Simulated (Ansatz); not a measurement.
Mg$_{2}$SiNi$_{3}$:
Space group R-3m, hexagonal axes (No. 166); a = b = 4.950 Å, c = 10.982 Å, α = β = 90.00°, γ = 120.00°

| atom | site | symmetry | x | y | z |
|---|---|---|---|---|---|
| Mg | 6c | 3m | 0.0000 | 0.0000 | 0.1254 |
| Si | 3b | -3m | 0.0000 | 0.0000 | 0.5000 |
| Ni | 9e | .2/m | 0.0000 | 0.5000 | 0.0000 |
(The calculation used a cell of 6 atoms; values per cell refer to that cell.)

This is the r²SCAN-relaxed structure.

### Question
All from the program Ansatz at the r²SCAN level (PAW), unless another level is named. Give the electronic character.

### Answer
metallic (no gap).

### Question
Give the formation energy from the elements (no fitted shifts).

### Answer
-441 meV/atom.

### Question
Predict the density of states at the Fermi level.

### Answer
0.39 states/eV per atom (mean over ±0.08 eV).

The workflow started from a Materials Project entry (that database holds measured and hypothetical structures alike); the Crystallography Open Database copy checked does not list it. Its standing as an ambient phase is unchecked. The r²SCAN relaxation kept the symmetry of its start; whether a distortion lowers the energy is not shown. The run is not spin-polarised. The references are the lowest solids computed at this level, not always the standard phases.

Potentials: the earlier of the program's two PAW sets.
